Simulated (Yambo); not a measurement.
## CdBr₂: sweep of GW parameters

G0W0@LDA for CdBr₂ (space group R-3m, No. 166) in Yambo. Reference settings: 4×4×4 Γ-centred k mesh, bands 5 to 131 and a 7 Ry block in the screening, 131 bands in G with the Bruneval-Gonze terminator, plasmon pole fitted at 27.2 eV. The LDA gap Z → Γ on this mesh is 2.55 eV; G0W0 gaps are taken between the same points.

```tsv
change from the reference	G0W0 gap Z → Γ (eV)	shift of the valence edge (eV)	rough Yambo cost
reference settings	4.44	-1.07	1
34 bands in W, 34 bands in G	4.70	-0.71	about 1/5
51 bands in W, 51 bands in G	4.56	-0.85	about 1/3
34 bands in W, 34 bands in G, 2 Ry block	4.64	-0.67	about 1/5
34 bands in W, 34 bands in G, 4 Ry block	4.66	-0.69	about 1/5
51 bands in W, 51 bands in G, 2 Ry block	4.47	-0.75	about 1/3
51 bands in W, 51 bands in G, 3 Ry block	4.48	-0.77	about 1/3
51 bands in W, 51 bands in G, 4 Ry block	4.51	-0.80	about 1/3
51 bands in W, 51 bands in G, 6 Ry block	4.55	-0.83	about 1/3
73 bands in W, 73 bands in G, 4 Ry block	4.42	-0.88	about 1/2
73 bands in W, 73 bands in G, 6 Ry block	4.47	-0.92	about 1/2
102 bands in W, 102 bands in G, 2 Ry block	4.33	-0.81	within a factor of two
102 bands in W, 102 bands in G, 4 Ry block	4.37	-0.93	within a factor of two
4 Ry block	4.35	-0.95	within a factor of two
3 Ry block	4.31	-0.89	within a factor of two
```

The reference isn't shown to be the converged limit. Costs are rough (shared machines), scaled to the same edge states, and given only for runs that recompute the screening.

Spin-orbit splittings are left out.

Geometry of the Materials Project entry, not relaxed at this level; primitive cell a = b = c = 6.8934 Å, α = β = γ = 33.92°.

A shift is the quasiparticle energy of the state minus its LDA energy.

The distance between layers or molecules is the database entry's, not relaxed here. Functionals without dispersion can leave it too large, which widens gaps and weakens the response across layers: the numbers belong to this cell.
